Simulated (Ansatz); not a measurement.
Single point in Ansatz 0.2.0 with r2SCAN, no spin polarisation. Cutoff 500 eV, PAW datasets, 6×6×6 Γ-centred k mesh, cold filling (width 0.1276 eV).

Computed maps in the lattice plane spanned by a (left to right, 6.85 Å, 21 points from zero) and b (bottom to top, 6.85 Å, 21 points from zero), 120° apart, at height 0.750 along c. The fields are smooth PAW ones with compensation charges, not the true ones near nuclei.

Valence density. Digits on a logarithmic scale: 0 up to 0.03 e/Å³, each further digit a factor of 1.6, 9 from 1.3 e/Å³ up:
```
655555443222344555556
654433322332233344566
654222234443222245677
753223467764322357888
753234799974323578888
743247999974234788688
642369999963246885588
432479999742347886887
323479997432357888875
223467764322356787653
222344432222345665432
332233223333333433333
443222344554322223455
643223467765321235677
753235788876422467888
754457888886323688888
754578856875335786588
655688658864346885688
656788888753357888887
666788887532357888876
666677764322346777666
```

Q: The cell is TaCuBr3. Which atoms lie within 0.2 Å of this plane, and where (fractions of a and b)?

A: Cu at (0.33, 0.67), Br at (0.83, 0.17), Br at (0.83, 0.67), Br at (0.33, 0.17). The whole cell:
```yaml
crystal:
  lattice:
    - [6.84529, 0.00000, 0.00000]
    - [-3.42264, 5.92819, 0.00000]
    - [0.00000, 0.00000, 5.80297]
  atoms:
    - { symbol: Ta, position: [0.00000, 0.00000, 0.00000] }
    - { symbol: Ta, position: [0.00000, 0.00000, 0.50000] }
    - { symbol: Cu, position: [0.33330, 0.66670, 0.75000] }
    - { symbol: Cu, position: [0.66660, 0.33330, 0.25000] }
    - { symbol: Br, position: [0.16660, 0.33320, 0.25000] }
    - { symbol: Br, position: [0.83340, 0.16660, 0.75000] }
    - { symbol: Br, position: [0.66680, 0.83340, 0.25000] }
    - { symbol: Br, position: [0.83340, 0.66680, 0.75000] }
    - { symbol: Br, position: [0.16660, 0.83340, 0.25000] }
    - { symbol: Br, position: [0.33320, 0.16660, 0.75000] }
```

Origin: a known structure type with other elements, at an estimated volume, so it need not be a known compound. Caveats: many states at the Fermi level without spin polarisation, so a magnetic state may lie lower; atoms or cell far from equilibrium.
